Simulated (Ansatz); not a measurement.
A relaxed structure of Nb is spoiled in several ways and relaxed again each time (squeezed and stretched starts keep its symmetry, which their runs cannot lower; pressure is positive under compression). Method: r2SCAN (plane waves to 500 eV, PAW, scalar-relativistic; Ansatz, a program for electronic structure).

```cif
data_Nb2
_chemical_formula_sum 'Nb2'
_space_group_name_H-M_alt 'Im-3m'
_space_group_IT_number 229
_space_group_name_Hall '-I 4 2 3'
_cell_length_a 3.30269
_cell_length_b 3.30269
_cell_length_c 3.30269
_cell_angle_alpha 90.000
_cell_angle_beta 90.000
_cell_angle_gamma 90.000
loop_
_atom_site_label
_atom_site_type_symbol
_atom_site_symmetry_multiplicity
_atom_site_Wyckoff_symbol
_atom_site_fract_x
_atom_site_fract_y
_atom_site_fract_z
_atom_site_occupancy
Nb1 Nb 2 a 0.00000 0.00000 0.00000 1
```
(The calculation used a cell of 1 atom; values per cell refer to that cell.)

```csv
change,first pressure (GPa),largest first force (eV/Å),released (eV/atom),moves,outcome,final group,E − E(parent) (eV/atom)
squeezed uniformly to 88 % of its volume,27.9,0.00,0.17,6,returns to the parent,Im-3m,0.00
stretched uniformly to 150 % of its volume,-32.4,0.00,1.27 to 1.29,10,returns to the parent,Im-3m,0.00
```

First-step values come from each run's starting, coarser k-mesh (14×14×14, 12×12×12). The runs use different k-meshes, so differences are rounded accordingly. No spin polarisation in the result.
